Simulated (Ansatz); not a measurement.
BeS (zinc blende), conventional cell a = b = c = 4.876 Å, α = β = γ = 90.00°. The calculation uses the primitive cell of 2 atoms, to which meshes and values per cell refer.

E(V) scan at fixed shape, V₀ the volume above. Symmetry pins the atoms to their sites.

These are PBE (plane waves to 420 eV, PAW, scalar-relativistic; Ansatz, an electronic-structure program) values and carry that method's errors. k mesh 12×12×12 (Γ-centred), Fermi-Dirac smearing 0.05 eV. Energies are smeared free energies. BeS was relaxed with its symmetry unable to fall. ΔE is measured from the relaxed starting cell.

```csv
V (Å³/atom),ΔE (meV/atom)
13.042,49.7
13.404,___
13.766,11.4
14.129,2.7
14.491,0.0
14.853,___
15.215,9.7
15.578,21.0
15.940,36.0
```

### Question
Fill in the missing entries.

### Answer

- 13.404, ΔE (meV/atom): 26.8
- 14.853, ΔE (meV/atom): 2.5

(Under strain, the slope of the energy per volume gives the stress and its curvature an elastic modulus.)
